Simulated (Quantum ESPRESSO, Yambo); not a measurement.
**G0W0 results for SnO monolayer**

```xyz
4
Lattice="3.7850 0.0000 0.0000 0.0000 3.7850 0.0000 0.0000 0.0000 15.3000" Properties=species:S:1:pos:R:3 pbc="T T T"
O      0.0000     1.8925     0.0000
O      1.8925     0.0000     0.0000
Sn     0.0000     0.0000     1.1712
Sn     1.8925     1.8925    -1.1712
```

The layer was cut from Materials Project entry mp-2097 and relaxed with PBEsol in a cell 15.3 Å high, with the Coulomb interaction truncated along z.

Starting point: PBE (stringent potentials; pw.x of Quantum ESPRESSO, ONCV potentials, no spin-orbit coupling). G0W0 in Yambo: 4×4×1 Γ-centred k mesh, bands 9 to 158 and a 8 Ry block in the screening, 158 bands in G with the Bruneval-Gonze terminator, plasmon pole fitted at 27.2 eV, slab-truncated Coulomb interaction, stochastic integration of W near q = 0.

```yaml
PBE gap along the band path: 3.08 eV
PBE gap between the mesh's edge points ((0, 0.25) → M): 3.19 eV
G0W0 gap between the same points: 5.15 eV
PBE smallest direct gap on the mesh (at Γ): 3.32 eV
G0W0 direct gap at that point: 5.29 eV
smallest G0W0 gap among all computed states (the edges move to other k points): 5.11 eV
```

| k point | band | E PBE (eV) | E QP (eV) | shift (eV) | Z |
|---|---|---|---|---|---|
| Γ | VB | -0.05 | -1.07 | -1.02 | 0.79 |
| Γ | CB | 3.27 | 4.22 | 0.94 | 0.84 |
| (0, 0.25) | VB | 0.00 | -0.98 | -0.98 | 0.79 |
| (0, 0.25) | CB | 4.08 | 5.09 | 1.01 | 0.82 |
| X | VB | -0.52 | -1.57 | -1.05 | 0.79 |
| X | CB | 3.24 | 4.13 | 0.89 | 0.82 |
| M | VB | -0.62 | -1.73 | -1.11 | 0.80 |
| M | CB | 3.19 | 4.17 | 0.98 | 0.83 |

Energies count from the PBE valence-band maximum.

Nearest settings tried, and what they do to the gap: 92 bands in G: +15 meV; 92 bands in W, 92 bands in G: +47 meV; 5 Ry block (305 vectors against 591): -67 meV. Not varied: mesh, cell height. So the settings aren't converged at that level.

Spin-orbit splittings are left out.

This is a model layer cut from the bulk structure; whether it is stable on its own was not checked.
